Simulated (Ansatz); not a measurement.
CdTe:
```yaml
crystal:
  lattice:
    - [0.00000, 3.27891, 3.27891]
    - [3.27891, 0.00000, 3.27891]
    - [3.27891, 3.27891, 0.00000]
  atoms:
    - { symbol: Te, position: [0.75000, 0.75000, 0.75000] }
    - { symbol: Cd, position: [0.00000, 0.00000, 0.00000] }
```

r²SCAN in the plane-wave PAW code Ansatz gives a gap of 1.16 eV without spin–orbit coupling, maximum at Γ, minimum at Γ.

Problem. What happens when spin–orbit coupling is switched on?

Solution. The gap drops by 0.26 eV, to 0.90 eV; maximum at Γ, minimum at Γ.

Problem. How large is the spin–orbit splitting of the valence top at Γ?

Solution. The fourfold level lies 0.83 eV above the split-off pair.

Problem. Give the electron effective mass with spin–orbit coupling.

Solution. 0.082 mₑ (isotropic).

Space group F-43m (zinc blende). The cell was relaxed with r²SCAN under the symmetry of its start; of distortions, only those at the zone centre were tested.

Potentials: the later of the program's two PAW sets.
